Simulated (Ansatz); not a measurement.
## HBr, first-principles data

HBr:
```cif
data_HBr
_chemical_formula_sum 'H1 Br1'
_space_group_name_H-M_alt 'P 1'
_space_group_IT_number 1
_cell_length_a 4.04099
_cell_length_b 4.04099
_cell_length_c 4.04099
_cell_angle_alpha 99.800
_cell_angle_beta 99.800
_cell_angle_gamma 131.267
loop_
_space_group_symop_operation_xyz
  'x, y, z'
loop_
_atom_site_label
_atom_site_type_symbol
_atom_site_fract_x
_atom_site_fract_y
_atom_site_fract_z
_atom_site_occupancy
H1 H 0.00000 0.00000 0.00000 1
Br1 Br 0.50000 0.50000 0.00000 1
```

Space group I4/mmm (No. 139); conventional cell a = 5.2058 Å, b = 5.2058 Å, c = 3.3344 Å, α = 90.00°, β = 90.00°, γ = 90.00°.

Method: r²SCAN+D4 in the plane-wave PAW code Ansatz. The cell and atoms are relaxed at this level. Other levels are named where they apply.

**Cell and energy**

```yaml
volume_per_atom: 22.59 Å³
density: 2.97 g/cm³
Formation energy from the elements (no fitted shifts): 6.9 kJ/mol-atom
```

**Electronic structure**

```yaml
band_gap: 1.57 eV (indirect)
valence_band_maximum: on the X–P line, 52 % of the way from X
conduction_band_minimum: at M
smallest_direct_gap_on_the_standard_path: 1.87 eV
electron_effective_mass: 0.042, 5.4, 5.4 mₑ (principal values)
Electron effective mass with spin–orbit coupling: 0.041, 5.4, 5.4 mₑ (principal values)
hole_effective_mass: 0.90, 2.7, 11 mₑ (principal values)
Hole effective mass with spin–orbit coupling: 1.9 mₑ (isotropic)
HSE06 gap on the r²SCAN+D4 cell: 2.28 eV
Gap with spin–orbit coupling: 1.45 eV
```

**Mechanics**

```yaml
Bulk modulus (Birch–Murnaghan fit): 5.3 GPa
Pressure derivative B′: 7.7
```

**Charges**

```yaml
bader_charges: H +0.30, Br -0.30 e
```

The workflow started from an entry of the Crystallography Open Database (COD); the relaxed space group is not among those it files for this formula. COD files the formula under space group No. 36, 69, 225. Symmetry was held in the r²SCAN+D4 relaxation; its stability against distortions is not shown here. The substance is a gas or liquid at ambient conditions. The references are the lowest solids computed at this level, not always the standard phases (solids in place of the gases). Scalar-relativistic: spin–orbit coupling is off unless named, which matters more the heavier the elements.

Potentials: the later of the program's two PAW sets.
